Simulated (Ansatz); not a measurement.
Theory: Ansatz, DFT PBE, scalar-relativistic, plane waves, PAW. All cells share a 420 eV cutoff and Γ-centred k meshes spaced at most about 0.3 Å⁻¹ (about 0.25 or finer for metals, 2π included). Collinear spin in cells that started with moments and kept them past the coarse steps, no spin elsewhere.

These are static total energies at zero pressure. All come from trial cells, and lower structures may exist.

Question: Order these relaxed structures of MgH2Ir2 by energy, lowest first, with the energy over the lowest of them.
1.

Space group P-3m1 (No. 164). a = 4.312 Å, b = 4.312 Å, c = 3.441 Å, α = 90.00°, β = 90.00°, γ = 120.00°
```tsv
atom	site	symmetry	x	y	z
Mg	1a	-3m.	0.0000	0.0000	0.0000
H	2d	3m.	0.3333	0.6667	0.2324
Ir	2d	3m.	0.6667	0.3333	0.2708
```

2.

Space group P6/mmm (No. 191). a = 2.802 Å, b = 2.802 Å, c = 8.031 Å, α = 90.00°, β = 90.00°, γ = 120.00°
```
atom  site  symmetry       x       y       z
  Mg    1b     6/mmm  0.0000  0.0000  0.5000
   H    2c      -6m2  0.3333  0.6667  0.0000
  Ir    2e       6mm  0.0000  0.0000  0.8190
```

3.

Space group P-3m1 (No. 164). a = 2.827 Å, b = 2.827 Å, c = 8.324 Å, α = 90.00°, β = 90.00°, γ = 120.00°
```
atom  site  symmetry       x       y       z
  Mg    1a      -3m. 0.0000  0.0000  0.0000
   H    2d       3m. 0.3333  0.6667  0.2357
  Ir    2c       3m. 0.0000  0.0000  0.3352
```

4.

Space group I4/mmm (No. 139). a = 3.799 Å, b = 3.799 Å, c = 8.498 Å, α = 90.00°, β = 90.00°, γ = 90.00°
```tsv
atom	site	symmetry	x	y	z
Mg	2a	4/mmm	0.0000	0.0000	0.0000
H	4e	4mm	0.5000	0.5000	0.2054
Ir	4d	-4m2	0.5000	0.0000	0.2500
```

Answer: 4 (0 meV/atom), 1 (247 meV/atom), 3 (273 meV/atom), 2 (509 meV/atom). Forms: 4 I4/mmm; 1 P-3m1; 3 P-3m1; 2 P6/mmm. Counting H atoms around Ir and Mg (those within 1.25 times the shortest such distance or 1.15 times the sum of covalent radii; a plus sign parts nearer from farther groups; the shortest distance is added where it is long for a bond): cell 4 has Mg 2 from 2.5 Å, Ir 4; cell 1 has Mg 6 from 2.6 Å, Ir 2; cell 3 has Mg 6 from 2.6 Å, Ir 3; cell 2 has Mg 12+12 from 4.3 Å, Ir 6. Even the lowest lies +0.09 eV/atom against the elements.

Spin–orbit coupling, which can matter for Ir, is left out. With hydrogen, zero-point motion can shift such differences by 10 meV/atom or more. Cells relaxed within their symmetry can be saddle points. Some types were kept out of the candidates beforehand, so the set may lack a known form.
